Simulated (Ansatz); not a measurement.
**Collinear states of CuO2**

All numbers below come from DFT PBE+U, scalar-relativistic, plane waves, PAW (Ansatz).

```
Cu O
1.0
     0.00000    2.44415    2.44415
     2.44415    0.00000    2.44415
     2.44415    2.44415    0.00000
Cu O
1 2
Direct
  0.00000 0.00000 0.00000
  0.25000 0.25000 0.25000
  0.75000 0.75000 0.75000
```

```
plane-wave cutoff                                : 420 eV
Γ-centred k-mesh                                 : 14×14×14
occupation rule                                  : Gaussian smearing, 0.1 eV
U_eff on Löwdin-orthogonalised atomic d orbitals : Cu 4 eV
list of starting moments (μB, in atom order)     : 1 0 0
check for lower electronic states after the SCF  : on
```

All runs keep this geometry, which stands near equilibrium for the lowest state (largest force there 0.000 eV/Å, pressure 0.0 GPa; forces reach 0.39 eV/Å in another state) and needn't be a stable compound; relaxing each order can shift differences of a few meV. A propagation vector, in units of the reciprocal vectors, doubles the cell, which takes an equally dense mesh. The large starts are 2.5 0 0 μB. The small starts are 0.5 0 0 μB. Site moments are spin moments in atom-centred spheres that scale with the neighbour distance. The states are those that the runs reached from these starts; a lower one can exist.

Question: Starts tried: no spin; ferromagnetic; large parallel starting moments; antiferromagnetic, doubled cell, propagation vector (0, 0, 1/2); antiferromagnetic, doubled cell, propagation vector (0, 1/2, 1/2); small parallel starting moments. Which state comes out lowest, and what are the moments?

Answer: The lowest state is ferromagnetic, reached from the start “ferromagnetic” and the start “large parallel starting moments” and the start “small parallel starting moments”, with site moments (μB) Cu +0.64, O +0.81 (×2).

| start | ends | energy above lowest (meV/atom) | site moments (μB) | gap on mesh (eV) | P (GPa) |
| --- | --- | --- | --- | --- | --- |
| no spin | non-magnetic | 122 | none over 0.05 | metal | -2.1 |
| ferromagnetic | ferromagnetic | 0.00 | Cu +0.64, O +0.81 (×2) | metal | 0.0 |
| large parallel starting moments | ferromagnetic | 0.00 | Cu +0.64, O +0.81 (×2) | metal | 0.0 |
| antiferromagnetic, doubled cell, propagation vector (0, 0, 1/2) | ferrimagnetic | 38.5 | Cu +0.29, O -0.86 (×2), Cu -0.69 | metal | -0.8 |
| antiferromagnetic, doubled cell, propagation vector (0, 1/2, 1/2) | antiferromagnetic | 85.5 | Cu +0.55, Cu -0.55 | metal | -1.7 |
| small parallel starting moments | ferromagnetic | 0.00 | Cu +0.64, O +0.81 (×2) | metal | 0.0 |

Cost: 6 runs of about 8.8 core-minutes in all, on Arm Neoverse V1 (shared hosts).